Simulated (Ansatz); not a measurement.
Recipe of this trial structure of Zr3SiO: random cell by space group and Wyckoff sites (R-3m, No. 166). Its size is a rough estimate.

```
Zr Si O
1.0
     2.54245    1.46788    4.07048
    -2.54245    1.46788    4.07048
     0.00000   -2.93577    4.07048
Zr Si O
3 1 1
Direct
  0.00000 0.00000 0.50000
  0.50000 0.00000 0.00000
  0.00000 0.50000 0.00000
  0.50000 0.50000 0.50000
  0.00000 0.00000 0.00000
```

Theory: DFT PBE, scalar-relativistic, plane waves, PAW in Ansatz. Cutoff 420 eV, Gaussian smearing, Γ-centred meshes. Cell and atoms relax first on a coarse mesh and then on a finer one. In between, the cell is made exact in the group found at 0.06 Å. In metals the finer mesh still leaves noise of several meV/atom or more. The steps can't lower the symmetry of their start. No spin polarisation in the relaxation; trial moments died out in a coarse test.

A guess keeps its type if space group and coordination stay and the shape of the cell changes little (axis ratios within about 15 %, angles within 6°); the volume may change.

Problem. Does it keep its structure type, or change into something else?

Solution. It doesn't keep its type. The symmetry goes from R-3m (No. 166) to Pm-3m (No. 221). The end has the antiperovskite type. The volume per atom shrinks by 6.8 %, from 18.2 to 17.0 Å³. The shortest distance goes from 2.51 Å (Zr–O) to 2.20 Å (Zr–O). Counting neighbours within 15 % of an atom's shortest distance, the start has O 6, Si 6, Zr 8 and the end O 6, Si 12, Zr 2. In detail, at the end Zr is surrounded by 2 O at 2.20 Å, 4 Si at 3.11 Å and 8 Zr at 3.11 Å; Si is surrounded by 12 Zr at 3.11 Å; around O lie 6 Zr at 2.20 Å.

```
Zr Si O
1.0
     4.39522    0.00000    0.00000
     0.00000    4.39522    0.00000
     0.00000    0.00000    4.39522
Zr Si O
3 1 1
Direct
  0.00000 0.50000 0.00000
  0.00000 0.00000 0.50000
  0.50000 0.00000 0.00000
  0.50000 0.50000 0.50000
  0.00000 0.00000 0.00000
```

The last run used a 12×12×12 mesh for its 5-atom cell and Gaussian smearing of 0.10 eV. The end has R-3m (No. 166) at a tolerance of 0.01 Å; the cell shown is made exact in the group found at 0.05 Å. A structure relaxed within its symmetry needn't be a true minimum.
